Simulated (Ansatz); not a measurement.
**Zn: do energies and stresses tell the same story?**

Method: DFT PBEsol, scalar-relativistic, plane waves, PAW (Ansatz 0.2.0).

Plane waves to 420 eV, a k mesh through Γ of 18×18×8 on the computed 2-atom cell and Gaussian smearing (0.10 eV); no spin polarisation.

Relaxed cell: P6_3/mmc, a = 2.593 Å, b = 2.593 Å, c = 4.895 Å, α = 90.00°, β = 90.00°, γ = 120.00°, 2 atoms in the primitive cell.

Energies at zero smearing and pressures from the stress tensor, at volumes with shape and atoms relaxed:
| V (Å³/atom) | E − E(first) (meV/atom) | P (GPa) |
| --- | --- | --- |
| 13.393 | 0.00 | 5.61 |
| 13.821 | -10.29 | 2.30 |
| 14.248 | -13.05 | 0.00 |
| 14.676 | -10.50 | -1.96 |
| 15.103 | -2.99 | -3.75 |

Task: Check P = −dE/dV between neighbouring volumes, and get the bulk modulus from the pressures alone.

Result: With 1 eV/Å³ = 160.2 GPa:
```csv
middle V (Å³/atom),−ΔE/ΔV (GPa),mean P (GPa)
13.607,3.858,3.956
14.034,1.032,1.149
14.462,-0.955,-0.980
14.889,-2.816,-2.856
```

The two differ by 0.12 GPa at most. The mean of two end pressures misses the average over a step by about ΔV² P″/12, up to 0.13 GPa here; with that taken off 0.07 GPa remains, from the smearing term (the stress is the derivative of the free energy), the finite cutoff, the mesh or the relaxation's tolerance. Around V = 14.248 Å³/atom, the two neighbours give B = −V ΔP/ΔV = 14.248 × 4.26 / 0.855 = 71.0 GPa, against B0 = 72.1 GPa from the Birch–Murnaghan fit of the energies.

Cost: 6 runs of about 3.8 core-minutes in all, on Intel Xeon Platinum 8259CL (Skylake/Cascade Lake) (shared hosts).